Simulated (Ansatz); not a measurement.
A geometry of SiS2 away from equilibrium: the start of the relaxation of a generated cell, SiS2 built in the 3R-MoS2 structure type. Computed with r2SCAN (plane waves to 500 eV, PAW, scalar-relativistic; Ansatz, a quantum-chemistry and plane-wave program). Γ-centred k-mesh 9×9×9 on the run's cell (coarser than for final values), Fermi–Dirac smearing 0.05 eV.

```xyz
3
Lattice="1.4447 0.8341 5.5938 -1.4447 0.8341 5.5938 0.0000 -1.6683 5.5939" Properties=species:S:1:pos:R:3 pbc="T T T"
Si     0.0000     0.0000     0.0000
S      0.0000     0.0000     4.1568
S      0.0000     0.0000     7.0315
```

### Question
What forces act on the atoms (eV/Å)?

### Answer
```csv
atom,Fx,Fy,Fz
Si1,0.00,0.00,-0.02
S2,0.00,0.00,-0.77
S3,0.00,0.00,0.79
```

### Question
What is the pressure?

### Answer
+39.3 GPa, compression positive.

### Question
How much energy per atom can still be gained by relaxing?

### Answer
0.50 eV/atom; the path ends in R3m (No. 160).

No spin polarisation in the result.

The run could not lose the symmetry of its start, so the end can be a saddle point.

The end of the path is a generated cell of SiS2: the first start was made by placing the elements on the sites of a structure type, and the end was not matched to a known phase here, so it may be hypothetical.
